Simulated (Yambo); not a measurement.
BSE-type run in Yambo on RhAgO2 (space group R-3m, No. 166), at zero momentum.

Quantum ESPRESSO step (PBEsol, PseudoDojo standard norm-conserving files, scalar-relativistic):
```
&CONTROL
  calculation = 'nscf'
  pseudo_dir = './pseudo'
  outdir = './out'
/
&SYSTEM
  ibrav = 0
  nat = 4
  ntyp = 3
  ecutwfc = 88.0
  ecutrho = 352.0
  occupations = 'fixed'
  force_symmorphic = .true.
  nbnd = 47
/
&ELECTRONS
  conv_thr = 4e-09
  diago_full_acc = .true.
  diago_thr_init = 1e-08
/
ATOMIC_SPECIES
O 15.9990 O.upf
Rh 102.9055 Rh.upf
Ag 107.8682 Ag.upf
CELL_PARAMETERS angstrom
  1.527013956915   0.881621919081   6.191088630000
 -1.527013956915   0.881621919081   6.191088630000
  0.000000000000  -1.763243838163   6.191088630000
ATOMIC_POSITIONS crystal
O   0.887205637600   0.887205637600   0.887205637600
O   0.112794362400   0.112794362400   0.112794362400
Rh   0.500000000000   0.500000000000   0.500000000000
Ag   0.000000000000   0.000000000000   0.000000000000
K_POINTS automatic
8 8 8 0 0 0
```

Yambo input:
```
rim_cut
optics
bse
bss
dipoles
em1s
RandQpts= 1000000
RandGvec= 1 Ry
FFTGvecs= 40 Ry
Chimod= "HARTREE"
BSKmod= "SEX"
BSEmod= "resonant"
BSSmod= "hs"
BSENGexx= 15 Ry
BSENGBlk= 4 Ry
% KfnQP_E
 0.474 | 1.0 | 1.0 |
%
% BSEQptR
 1 | 1 |
%
% BSEBands
 18 | 28 |
%
% BEnRange
 0.0 | 6.3 | eV
%
% BDmRange
 0.15 | 0.15 | eV
%
BEnSteps= 126
% BLongDir
 1.0 | 0.0 | 0.0 |
%
BSHayTrs= -0.02
BSSNEig= 24
WRbsWF
% BndsRnXs
 9 | 42 |
%
NGsBlkXs= 4 Ry
% LongDrXs
 1.0 | 1.0 | 1.0 |
%
```

From the report:

The dimension is k points × valence × conduction bands = 512 × 7 × 4 = 14336.
```
   [SLEPC] Approach                          : Krylov-Schur
   [SLEPC] Number of requested eigenvalues   :  24
   [SLEPC] Number of eigenvalues        [NEV]:  24
    [K] Dimension                                    :  14336
    [K] Bands                                        :  18  28
    [K] Exchange res                                 : yes
    [K] Correlation res                              : yes
    [K] W interaction is bare                        : no
    [K] RL vectors exchange                          :   357
    [K] RL vectors correlation                       :   45
    [W] Matrix size                                  :   45
    [W] Bands                                        :    9   42
    [W] Coulomb Cutoff                               : none
    [W] Hxc Kernel                                   : HARTREE
```

Spin-orbit coupling is not included.

Geometry relaxed with PBEsol.

The structure is a Materials Project entry; no match was found in the copy of COD used, and its stability was not checked.
